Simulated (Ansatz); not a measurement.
AlRu:
```
AlRu
1.0
    1.42286     0.82149     3.93023
   -1.42286     0.82149     3.93023
    0.00000    -1.64298     3.93023
Al Ru
1 1
Cartesian
  0.00000   0.00000   0.00000
  0.00000   0.00000   5.89534
```

This is the PBEsol-relaxed structure. Cartesian axes are those of the cell as given.

All from PBEsol (plane waves, PAW; program Ansatz), unless another level is named. Give the Young's modulus.

193 GPa.

What about the highest zone-centre frequency?

11.24 THz.

And the elastic constants (relaxed ions, GPa)?

C11 = 321, C12 = 106, C13 = 155, C14 = -52.6, C33 = 355, C44 = 67.9.

Space group R-3m. The cell is a constructed one: a structure type filled with these elements; neither database checked (COD, Materials Project) lists it. COD files the formula under space group No. 221, so this cell is another polymorph or a model. Its standing as an ambient phase is unchecked. The PBEsol relaxation kept the symmetry of its start; of distortions, only those at the zone centre were tested. No spin polarisation was allowed. As this level gives no gap, shear constants depend on the k-mesh and smearing (Fermi–Dirac, 0.1 eV here). As this level gives no gap, phonon frequencies hold no LO–TO term and depend on the k-mesh and smearing (Fermi–Dirac, 0.1 eV here). On the denser mesh and wider smearing of the elastic run this cell carries a stress of 1.2 GPa.

Potentials: the later of the program's two PAW sets.
